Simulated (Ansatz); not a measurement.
A geometry of YN away from equilibrium: step 2 of the relaxation of a generated trial cell of YN in the tenorite structure type. These are r2SCAN (plane waves to 500 eV, PAW, scalar-relativistic; Ansatz, a first-principles code) values and carry that method's errors. Γ-centred k-mesh 10×10×5 on the run's cell, Fermi–Dirac smearing 0.05 eV. The plane waves were selected for a different cell earlier on the path.

```xyz
4
Lattice="2.8718 -2.0268 -0.0042 2.8718 2.0268 -0.0042 -1.0514 0.0000 6.0800" Properties=species:S:1:pos:R:3 pbc="T T T"
Y      1.4359     1.0134    -0.0021
Y      0.9102    -1.0134     3.0379
N      2.6089    -0.3966     1.5158
N      2.0832     0.3966     4.5558
```

What forces act on the atoms (eV/Å)?


| atom | Fx | Fy | Fz |
|---|---|---|---|
| Y1 | 0.00 | 0.00 | 0.00 |
| Y2 | 0.00 | 0.00 | 0.00 |
| N3 | 0.00 | -0.96 | 0.00 |
| N4 | 0.00 | 0.96 | 0.00 |

The path ends in Fm-3m (No. 225) (rock salt type). No spin polarisation in the result.

The run could not lose the symmetry of its start.
